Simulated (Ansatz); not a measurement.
A distorted cell of C (diamond):

```yaml
crystal:
  lattice:
    - [0.00000, 1.78581, 1.78581]
    - [1.78581, 0.00000, 1.78581]
    - [1.78581, 1.78581, 0.00000]
  atoms:
    - { symbol: C, position: [0.50000, 0.50000, 0.50000] }
    - { symbol: C, position: [0.89559, 0.60441, 0.67720] }
```

Calculation: PBE (plane waves to 420 eV, PAW, scalar-relativistic; Ansatz, a first-principles code). k mesh 13×13×13 (Γ-centred), Fermi-Dirac smearing 0.05 eV. E stands for the smeared free energy. Compression counts positive. As the smearing reaches across the gap at some points, energies and forces of such displacements shift with the k mesh and the smearing. C was relaxed with its symmetry unable to fall. The PAW data are Ansatz's earlier set.

### Question
Predict the force on every atom, in eV/Å.

### Answer
```tsv
atom	Fx	Fy	Fz
C1	-9.077	4.319	5.844
C2	9.077	-4.319	-5.844
```

### Question
Give the stress tensor in GPa and the pressure.

### Answer
```
   48.2    -38.7     -1.9
  -38.7     58.1      8.3
   -1.9      8.3     57.3
```
The pressure, a third of the trace, is 54.5 GPa.

### Question
In it atom 2 sits (-0.390, 0.130, 0.000) Å away from its relaxed site. What is its energy relative to the relaxed cell?

### Answer
2590 meV/cell.

(A displaced cell: forces are minus the slopes of the energy, force constants its curvatures, and phonons follow from these.)
